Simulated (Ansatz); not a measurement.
## AlNi3: stationary points along a deformation path

Level of theory: DFT PBEsol, scalar-relativistic, plane waves, PAW in Ansatz 0.2.0. Cutoff 420 eV, Γ-centred 16×16×16 k-points, Gaussian smearing of 0.15 eV. No spin polarisation. A magnetic state may lie lower. Energies are free energies at this smearing, counted from the undisturbed cell; pressure is positive in compression.

Zero of the scan (relaxed at this level; with this scan's settings it stands at 0.1 GPa; it needn't be the usual structure):

```
Al Ni
1.0
     0.00000    2.79841    2.79841
     2.79841    0.00000    2.79841
     2.79841    2.79841    0.00000
Al Ni
1 3
Direct
  0.50000 0.50000 0.50000
  0.25000 0.25000 0.25000
  0.00000 0.00000 0.00000
  0.75000 0.75000 0.75000
```

At fixed volume and fractional coordinates, lengths along (0.000, 0.000, 1.000) are scaled against those across it; ρ is that ratio over its starting value. V = 10.957 Å³/atom. Δσ is the stress along the axis less the mean stress across it (compression positive).

```csv
ρ,ΔE (meV/atom),Δσ (GPa),space group
0.650,584.3,95.25,I4/mmm
0.707,290.3,59.61,I4/mmm
0.780,96.7,28.73,I4/mmm
0.850,21.9,10.92,I4/mmm
0.920,0.8,1.88,I4/mmm
0.960,-0.5,-0.17,I4/mmm
1.000,0.0,0.00,Fm-3m
1.050,-1.9,1.67,I4/mmm
1.100,-6.7,2.78,I4/mmm
1.200,-19.1,3.02,I4/mmm
1.300,-27.0,1.00,I4/mmm
1.414,-22.2,-4.00,I4/mmm
1.500,-4.0,-9.84,I4/mmm
```

Q: How does the stress give the slope of the energy, and where is the energy stationary?

A: Along the path d ln(length) is 2/3 d ln ρ on the axis and −1/3 d ln ρ across it, so dE/d ln ρ = −(2/3) V Δσ: the energy falls with ρ where Δσ is positive. Δσ vanishes or changes sign between ρ = 0.920 and 0.960, a minimum (near 0.96 by linear interpolation); at ρ = 1.000 (Fm-3m), a maximum at 0.0 meV/atom; between ρ = 1.300 and 1.414, a minimum (near 1.32 by linear interpolation). Pairs of stationary points between two samples would go unseen, and could change a minimum read from distant neighbours into a maximum. At ρ = 1.000 the cell is cubic, where symmetry alone makes the stress isotropic and the slope zero.

Q: Which shear constant sets the curvature at ρ = 1?

A: For a cubic crystal E/V = (2/3) C (ln ρ)² with C = C′ = (C11 − C12)/2, so Δσ = −2C ln ρ. The parabola of Δσ against ln ρ through ρ = 0.960, 1 and 1.050 gives C ≈ -8.9 GPa with the ions clamped, rough because the steps are large. It is negative, so the cubic cell is unstable to this shear.

Q: Integrate that slope from ρ = 1 to 0.850 by the trapezoid rule.

A: With V/N in Å³ and 1 eV/Å³ = 160.2 GPa the slopes at ρ = 1.000, 0.960, 0.920, 0.850 are 0, 8, -86, -498 meV/atom per unit of ln ρ. The steps add (-0.2) + 1.7 + 23.1 = 24.6 meV/atom, against 21.9 from the energies; the trapezoid rule misses the curvature of the slope within each step.

Q: Is the start the lowest point of the path?

A: No: ρ = 1.300 lies 27.0 meV/atom lower, with no sampled rise above the start on the way. Volume and inner coordinates are held, so a relaxed structure there would lie lower still.

In a metal these slopes depend on the k mesh and the smearing.

Cost: 13 runs of about 2.7 core-minutes in all, on Intel Xeon 6975P-C (Granite Rapids) (shared hosts).